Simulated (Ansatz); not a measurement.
**InSb: the relaxed cell by functional**

The starting cell is an entry of the Crystallography Open Database (1963):

```
CELL_PARAMETERS angstrom
0.00000 3.23910 3.23910
3.23910 0.00000 3.23910
3.23910 3.23910 0.00000
ATOMIC_POSITIONS crystal
In 0.00000 0.00000 0.00000
Sb 0.25000 0.25000 0.25000
```

Atoms and cell were relaxed at zero pressure with plane-wave PAW DFT (Ansatz 0.2.0; one set of PAW datasets, made under PBE, for all functionals; 420 eV, r2SCAN 500 eV; 9×9×9 Γ-centred mesh, fermi-dirac occupations of width 0.100 eV; no spin polarisation, no spin-orbit coupling, no dispersion correction), keeping the symmetry (F-43m, No. 216).

Q: Which functional gives the smallest cell, and how wide is the spread?

A: The relaxed conventional cells:

```json
{"functional": "LDA", "a (Å)": "6.451", "volume (Å³/atom)": "33.56", "formation energy (eV/atom)": "-0.088"}
{"functional": "PBEsol", "a (Å)": "6.521", "volume (Å³/atom)": "34.66", "formation energy (eV/atom)": "-0.078"}
{"functional": "PBE", "a (Å)": "6.635", "volume (Å³/atom)": "36.52", "formation energy (eV/atom)": "-0.126"}
{"functional": "r2SCAN", "a (Å)": "6.558", "volume (Å³/atom)": "35.26", "formation energy (eV/atom)": "-0.248"}
{"functional": "the entry", "a (Å)": "6.478", "volume (Å³/atom)": "33.98", "formation energy (eV/atom)": "–"}
```

LDA gives the smallest volume and PBE the largest, 8.8 % more, the usual order, since LDA overbinds and PBE's gradient terms loosen the lattice. Against the entry's volume: LDA -1.3 %, PBEsol +2.0 %, PBE +7.5 %, r2SCAN +3.7 %. No verdict is drawn from this: the entry is old or was flagged in a check, so the entry may be off as well as the functionals. The formation energies span 0.17 eV an atom, lowest under r2SCAN.

Caveats: each relaxation keeps the start's symmetry, so a distorted cell may lie lower; computed cells are at 0 K with fixed nuclei, while the entry holds thermal expansion, often some tenths of a per cent in volume and more in soft crystals; formation energies are at zero smearing against the elements' usual phases under the same functional, gases as free molecules, uncorrected.
